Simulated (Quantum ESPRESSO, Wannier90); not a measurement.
# Ir (fcc (Cu type)), plane waves to Wannier functions

```yaml
crystal:
  lattice:
    - [0.00000, 1.92697, 1.92697]
    - [1.92697, 0.00000, 1.92697]
    - [1.92697, 1.92697, 0.00000]
  atoms:
    - { symbol: Ir, position: [0.00000, 0.00000, 0.00000] }
```

Cell from Materials Project (mp-101), symmetrised, no further relaxation. This is the element's usual structure. Computed values, not measurements, from PBEsol: Quantum ESPRESSO (norm-conserving PseudoDojo potentials, cutoff 55 Ry, spinors with spin-orbit coupling) on a Γ-centred 10×10×10 mesh, then Wannier90. Density: 18×18×18 mesh, cold smearing 0.01 Ry.

Valence charges of the files: Ir 17. 42 bands were computed.

Isolated groups of bands, relative to the Fermi level (bands from 9 on overlap up to the last one computed):

| bands | from (eV) | to (eV) | filling | weight on atomic waves |
|---|---|---|---|---|
| 1–2 | -92.82 | -92.74 | filled | Ir 5s 98 % |
| 3–4 | -59.69 | -59.45 | filled | Ir 5p 100 % |
| 5–8 | -46.36 | -45.64 | filled | Ir 5p 99 % |

Wanted is a model with the orbitals Ir s p d, without the filled groups that are mainly made of other shells (semicore states, and anion s where it isn't named); all higher bands stay in for disentanglement.

### Question
Give num_wann, exclude_bands and num_bands, and the number of electrons that the model holds.

### Answer
Electrons: 1×17 = 17, or 17.0 bands' worth; no gap over 0.05 eV opens at the Fermi level at this level of theory.
num_wann = 2 × (1×9) = 18.
exclude_bands = 1-8, 8 bands, so num_bands = 42 − 8 = 34.
The model holds 17 − 1×8 = 9 electrons. With the window frozen to 1.50 eV it follows pw.x to 2.3 meV rms (states up to 1.0 eV relative to the Fermi level).
